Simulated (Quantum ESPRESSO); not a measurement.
**Kohn-Sham bands of CaAlSiH (P3m1)**

```
CaAlSiH
1.0
    4.14328     0.00000     0.00000
   -2.07164     3.58819     0.00000
    0.00000     0.00000     4.69823
Ca Al Si H
1 1 1 1
Cartesian
  0.00000   0.00000  -0.00038
 -2.07164   1.19606   2.14761
  2.07164  -1.19606  -2.03955
 -2.07164   1.19606   0.39362
```

Materials Project entry mp-568177; symmetrised, unrelaxed at this level. Not found in the COD (Crystallography Open Database) copy used; not checked further. Level: PBEsol, no spin polarisation, no spin-orbit coupling; pw.x of Quantum ESPRESSO at 58 Ry with PseudoDojo potentials, 6×6×6 k-points, Wannier90. Density: 12×12×8 mesh, cold smearing 0.01 Ry. The gap is small at this level and was sampled on the meshes and a path alone.

Energies are relative to the valence-band maximum; weights are on the orthonormalised atomic waves of the pseudopotential files, averaged over the group. 18 electrons a cell are treated as valence.

Problem. Into which isolated groups do the bands fall, where do they lie and what are they made of?

Solution. 
| bands | from (eV) | to (eV) | filling | weight on atomic waves |
|---|---|---|---|---|
| 1 | -41.03 | -41.03 | filled | Ca 3s 97 % |
| 2–4 | -22.20 | -22.08 | filled | Ca 3p 99 % |
| 5 | -9.98 | -7.32 | filled | Si 3s 42 %, Al 3s 21 %, Al 3p 20 % |
| 6–9 | -6.86 | 0.00 | filled | Si 3p 44 %, Al 3p 23 %, H 1s 15 % |

The Kohn-Sham gap over both meshes and the path is 0.29 eV.
